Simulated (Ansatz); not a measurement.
The end of the path is a generated cell of AlIr: the first start was made by a random draw of sites in a space group, and the end was not matched to a known phase here, so it may be hypothetical.

Frames from the relaxation of a randomly generated symmetric cell of AlIr (space group No. 38), as extended XYZ (Å, eV, eV/Å, GPa with compression positive). Computed with PBEsol (plane waves to 420 eV, PAW, scalar-relativistic; Ansatz, a program for electronic structure). Γ-centred k-mesh 6×15×15 on the run's cell (coarser than for final values), Fermi–Dirac smearing 0.05 eV.

```xyz
2
Lattice="5.8132 0.0000 0.0000 0.0000 1.8916 1.2722 0.0000 -1.8916 1.2722" Properties=species:S:1:pos:R:3:forces:R:3 pbc="T T T" step=1 free_energy=-12320.303 pressure=79.2 accepted=T
Al     0.0000     0.0000     0.1251    0.0000    0.0000   -0.0310
Ir     2.9066     0.0000     2.5237    0.0000    0.0000    0.0310
2
Lattice="4.0990 0.0000 0.0000 0.0000 2.3496 1.4434 0.0000 -2.3496 1.4434" Properties=species:S:1:pos:R:3:forces:R:3 pbc="T T T" step=14 free_energy=-12324.480 pressure=3.9 accepted=T
Al     0.0000     0.0000     0.7808    0.0000    0.0000    0.0001
Ir     2.0495     0.0000     2.2242    0.0000    0.0000   -0.0001
2
Lattice="4.0896 0.0000 0.0000 0.0000 2.3872 1.4452 0.0000 -2.3872 1.4452" Properties=species:S:1:pos:R:3:forces:R:3 pbc="T T T" step=15 free_energy=-12324.495 pressure=1.0 accepted=T
Al     0.0000     0.0000     0.7818    0.0000    0.0000    0.0000
Ir     2.0448     0.0000     2.2270    0.0000    0.0000    0.0000
```

The path has 19 moves and ends in Cmmm (No. 65), 2.10 eV/atom below its start. Free energies are of the whole cell and compare only within this code, potentials and settings.  No spin polarisation in the result.

The run could not lose the symmetry of its start, so the end can be a saddle point.
